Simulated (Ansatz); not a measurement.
Sheets of one type (MA2Z4 (prismatic core, outer Z over the empty site)-type), PBE (plane waves, PAW; program Ansatz); HSE06 gaps on those cells.

| layer | a (Å) | thickness (Å) |
|---|---|---|
| MoAs4Si2 | 3.618 | 9.93 |
| NbP4Si2 | 3.534 | 9.43 |
| NbN4Si2 | 2.966 | 7.01 |
| NbAs4Si2 | ? | ? |
| VAs4Si2 | 3.642 | 9.81 |
| NbAs4Ge2 | 3.764 | 10.19 |

### Question
Fill in the missing entries.

### Answer

- NbAs4Si2, a (Å): 3.682
- NbAs4Si2, thickness (Å): 9.96

Spin orders computed, not proven ground states: NbN4Si2, MA2Z4 (prismatic core, outer Z over the empty site)-type layer ferromagnetic; VAs4Si2, MA2Z4 (prismatic core, outer Z over the empty site)-type layer ferromagnetic. Began spin-polarised and lost the moments: NbP4Si2, MA2Z4 (prismatic core, outer Z over the empty site)-type layer; NbAs4Si2, MA2Z4 (prismatic core, outer Z over the empty site)-type layer; NbAs4Ge2, MA2Z4 (prismatic core, outer Z over the empty site)-type layer. All cells were relaxed under the symmetry of their starts (and spin orders); stability against distortions was not tested throughout. Rows with no word on spin ran without spin polarisation. Spin–orbit coupling is left out wherever it is not named. Constructed layers (a layer type filled with these elements): MoAs4Si2, MA2Z4 (prismatic core, outer Z over the empty site)-type layer; NbP4Si2, MA2Z4 (prismatic core, outer Z over the empty site)-type layer; NbN4Si2, MA2Z4 (prismatic core, outer Z over the empty site)-type layer; NbAs4Si2, MA2Z4 (prismatic core, outer Z over the empty site)-type layer; VAs4Si2, MA2Z4 (prismatic core, outer Z over the empty site)-type layer; NbAs4Ge2, MA2Z4 (prismatic core, outer Z over the empty site)-type layer.

Potentials: the later of the program's two PAW sets.
